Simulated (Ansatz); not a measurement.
KF:
```
CELL_PARAMETERS angstrom
      0.00000     2.71037     2.71037
      2.71037     0.00000     2.71037
      2.71037     2.71037     0.00000
ATOMIC_POSITIONS crystal
  K  0.00000 0.00000 0.00000
  F  0.50000 0.50000 0.50000
```

Relaxed with PBE. DFT-PBE in the program Ansatz with PAW potentials gives a gap of 5.96 eV.

Task: What gap does HSE06 give on the same cell (Ansatz, PAW)?

Result: 7.94 eV, 1.98 eV more. The hybrid was solved on a coarser mesh and at special points; its gap is the smallest among all of these.

```tsv
k	v1 PBE	c1 PBE	v1 HSE06	c1 HSE06
Γ	0.00	5.96	0.00	7.94
X	-0.07	8.17	?	?
L	-0.31	8.90	?	?
W	-0.17	9.59	?	?
K	-0.19	8.86	?	?
```

Task: Top valence (v1) and lowest conduction level (c1) in eV from each method's valence maximum (which need not be a listed point): supply the withheld HSE06 values.

Result: 
- L, v1 HSE06: -0.32
- L, c1 HSE06: 11.01
- X, v1 HSE06: -0.06
- X, c1 HSE06: 10.27
- K, v1 HSE06: -0.18
- K, c1 HSE06: 10.97
- W, v1 HSE06: -0.16
- W, c1 HSE06: 11.73

Cost on shared cores: the PBE run (SCF on a 9×9×9 mesh, then bands and DOS) very roughly 10 core-seconds, the HSE06 run (SCF on 7×7×7, then a few points) very roughly 100 core-seconds; the tasks are unlike.

Space group Fm-3m (rock salt). Symmetry was held in the PBE relaxation; phonons on a q-mesh show no instability.

Potentials: the later of the program's two PAW sets.
